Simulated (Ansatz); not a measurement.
Mg2Si in space group P4/nmm (No. 129; Mg on 2a, Mg on 2c, Si on 2c), plane-wave PAW PBE (Ansatz code), all energies at zero smearing, with the estimated change up to a 700 eV cutoff added, with one set of potentials and settings (totals compare only within such a set). Cell of 6 atoms (4 Mg, 2 Si): -8967.233 eV.

| element | reference phase | E (eV/atom) |
|---|---|---|
| Mg | P6_3/mmc, 2 atoms in the cell | -1923.8026 |
| Si | Fd-3m, 2 atoms in the cell | -635.8096 |

Formation energy per atom, worked out: (-8967.233 − 4×(-1923.8026) − 2×(-635.8096))/6 = -0.067 eV/atom (-6 kJ per mol of atoms), at 0 K, without zero-point energy or fitted corrections.

The first step of the workflow began from a Materials Project structure, measured or hypothetical; the Crystallography Open Database copy checked does not list it. It is not the phase usual at ambient conditions (space group No. 225). The PBE relaxation kept the symmetry of its start; of distortions, only those at the zone centre were tested. The references are the lowest solids computed at this level, not always the standard phases.

Potentials: the later of the program's two PAW sets.
